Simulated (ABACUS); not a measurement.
A self-consistent single point of MgZn3S4 (P-43m, 8 atoms in the cell; from Materials Project mp-1120718, changed as shown).

```
CELL_PARAMETERS angstrom
      5.34945     0.00000     0.00000
      0.00000     5.34945     0.00000
      0.00000     0.00000     5.34945
ATOMIC_POSITIONS crystal
  Mg 0.50000 0.50000 0.50000
  Zn 0.00000 0.00000 0.50000
  Zn 0.50000 0.00000 0.00000
  Zn 0.00000 0.50000 0.00000
  S  0.75633 0.75633 0.24367
  S  0.75633 0.24367 0.75633
  S  0.24367 0.24367 0.24367
  S  0.24367 0.75633 0.75633
```

All values come from this method and carry its errors: LDA (PW92), PseudoDojo 0.4 standard norm-conserving LDA (tails mended) pseudopotentials (plane waves; ABACUS).

ABACUS settings:

| key | value |
|---|---|
| KPT | Gamma 6 6 6 0 0 0 |
| basis_type | pw |
| dft_functional | PWLDA |
| ecutwfc | 84 Ry |
| smearing_method | fixed |
| potentials | PseudoDojo 0.4 standard norm-conserving LDA (tails mended) |
| symmetry | 1 |
| symmetry_prec | 1e-05 |
| ks_solver | dav_subspace |
| scf_nmax | 100 |
| scf_thr | 1.0e-09 Ry |
| mixing_type | broyden |

Results:

- Number of valence electrons = 94
- Number of bands = 57
- Number of k-points after the program's reduction = 20
- Number of plane waves (most at a k-point) = 13478
- Number of SCF iterations = 8
- FFT grid = 60 × 60 × 60
- Free energy E − TS = -19879.6031 eV
- Top of the valence band (on the code's own zero) = 6.80 eV
- Gap on the k-point mesh = 2.39 eV
- Pressure = 0.91 GPa
- Largest force (vector length) = 0.122 eV/Å

Forces (eV/Å):
| atom | Fx | Fy | Fz |
|---|---|---|---|
| Mg1 | 0.000 | 0.000 | 0.000 |
| Zn2 | 0.000 | 0.000 | 0.000 |
| Zn3 | 0.000 | 0.000 | 0.000 |
| Zn4 | 0.000 | 0.000 | 0.000 |
| S5 | 0.070 | 0.070 | -0.070 |
| S6 | 0.070 | -0.070 | 0.070 |
| S7 | -0.070 | -0.070 | -0.070 |
| S8 | -0.070 | 0.070 | 0.070 |

Stress (GPa, positive for compression):
```
0.91  0.00  0.00
0.00  0.91  0.00
0.00  0.00  0.91
```

Gaps are taken between levels on the mesh.

For comparison: a first run was changed to give this one (lattice scaled by 0.98), and from it to this one the free energy goes down by 10.6 meV/atom, the pressure goes from -3.51 to 0.91 GPa, the largest force goes from 0.135 to 0.122 eV/Å and the gap on the mesh goes from 2.123 to 2.388 eV.

The structure comes from a collection of computed structures, made at another level of theory; the collection holds predicted forms beside known ones. Its lattice was then scaled.

Cost on one core: about 3 core-minutes (a rough figure).

“Tails mended”: in these copies of the files the far tail of each local potential was reset to the Coulomb form.
